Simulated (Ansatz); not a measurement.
Total density of states per atom from the program Ansatz at the r²SCAN level (PAW), in 0.25 eV bins, energy from the Fermi level:

| E (eV) | states/eV/atom |
|---|---|
| -7.85 | 0.28 |
| -7.60 | 0.29 |
| -7.35 | 0.31 |
| -7.10 | 0.31 |
| -6.85 | 0.24 |
| -6.60 | 0.36 |
| -6.35 | 0.25 |
| -6.10 | 0.21 |
| -5.85 | 0.19 |
| -5.60 | 0.25 |
| -5.35 | 0.35 |
| -5.10 | 0.42 |
| -4.85 | 0.34 |
| -4.60 | 0.33 |
| -4.35 | 0.32 |
| -4.10 | 0.45 |
| -3.85 | 0.46 |
| -3.60 | 0.49 |
| -3.35 | 0.49 |
| -3.10 | 0.50 |
| -2.85 | 0.59 |
| -2.60 | 0.73 |
| -2.35 | 0.84 |
| -2.10 | 0.63 |
| -1.85 | 0.45 |
| -1.60 | 0.42 |
| -1.35 | 0.38 |
| -1.10 | 0.30 |
| -0.85 | 0.17 |
| -0.60 | 0.11 |
| -0.35 | 0.07 |
| -0.10 | 0.03 |
| 0.15 | 0.05 |
| 0.40 | 0.24 |
| 0.65 | 0.30 |
| 0.90 | 0.28 |
| 1.15 | 0.40 |
| 1.40 | 0.36 |
| 1.65 | 0.58 |
| 1.90 | 0.49 |
| 2.15 | 0.48 |
| 2.40 | 0.45 |
| 2.65 | 0.62 |
| 2.90 | 0.65 |
| 3.15 | 0.65 |
| 3.40 | 0.65 |
| 3.65 | 0.64 |
| 3.90 | 0.52 |
| 4.15 | 0.47 |
| 4.40 | 0.54 |
| 4.65 | 0.54 |

Question: Which of these materials gives this?
A. YSi2, fluorite
B. Si, Ia-3 (Si on 16c)
C. SiC, Pm-3n (Si on 6c, C on 6d)
D. SiRh2, Pnma (Si on 4c, Rh on 4c, Rh on 4c)

Answer: B, Si, Ia-3 (Si on 16c). Within 0.5 eV of the Fermi level: Si 3p 79 %, Si 3s 16 %, outside the projected shells 6 %. Projections are on Löwdin-orthogonalised atomic valence shells; empty p or d shells of many metals are not among them.

The workflow started from an entry of the Crystallography Open Database (COD), which files this formula under 3 space groups. It is not the phase usual at ambient conditions (space group No. 227). The cell was relaxed with r²SCAN under the symmetry of its start; its stability against distortions is not shown here.

Potentials: the later of the program's two PAW sets.
